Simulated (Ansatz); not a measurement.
Harmonic vibrational thermodynamics of ZrB2 in space group P6/mmm (No. 191; Zr on 1a, B on 2d) at fixed volume, PBE (plane waves, PAW; program Ansatz). The rows extrapolate the 0 K crystal and know nothing of melting or changes of phase.

| T (K) | F_vib (meV/atom) | S (J/K per mol of atoms) | C_V (J/K per mol of atoms) |
|---|---|---|---|
| 50 | 89.0 | 0.2 | 0.7 |
| 100 | 88.6 | 1.7 | 4.1 |
| 200 | ? | 6.7 | ? |
| 300 | 74.5 | 12.3 | 16.2 |
| 400 | 59.1 | 17.4 | 19.2 |
| 600 | ? | ? | 22.1 |
| 800 | -46.5 | ? | ? |
| 1000 | -119.1 | 37.6 | 23.8 |

Task: Some entries are withheld; supply them.

Result: 
- 600, S (J/K per mol of atoms): 25.8
- 600, F_vib (meV/atom): 14.0
- 800, C_V (J/K per mol of atoms): 23.2
- 800, S (J/K per mol of atoms): 32.3
- 200, F_vib (meV/atom): 84.4
- 200, C_V (J/K per mol of atoms): 11.1

The PBE relaxation kept the symmetry of its start; phonons on a q-mesh show no instability. The run is not spin-polarised.

Potentials: the later of the program's two PAW sets.
